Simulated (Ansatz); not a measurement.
## MnS under pressure

Method: Ansatz, DFT LDA, scalar-relativistic, plane waves, PAW. Cutoff 420 eV, 14×14×14 k-points (Γ-centred), Gaussian smearing of 0.20 eV. No spin polarisation. Phonons by linear response, acoustic sum rule imposed.

Equilibrium structure at this level:
Space group F-43m (No. 216). a = 4.869 Å, b = 4.869 Å, c = 4.869 Å, α = 90.00°, β = 90.00°, γ = 90.00°
```tsv
atom	site	symmetry	x	y	z
Mn	4a	-43m	0.0000	0.0000	0.0000
S	4c	-43m	0.2500	0.2500	0.2500
```

In a metal, frequencies and elastic constants depend on the k mesh and the smearing, soft modes and shear constants most. Spin polarisation was left out, and a magnetic state may lie lower.

Optical modes at Γ (cm⁻¹) at zero pressure: 463.

Question: Under hydrostatic pressure the same modes lie at 547 cm⁻¹. What is the pressure, and how much has the cell shrunk?

Answer: 25 GPa; the volume is 11.1 % smaller.

This zinc-blende form isn't the usual stable structure of the compound at low pressure.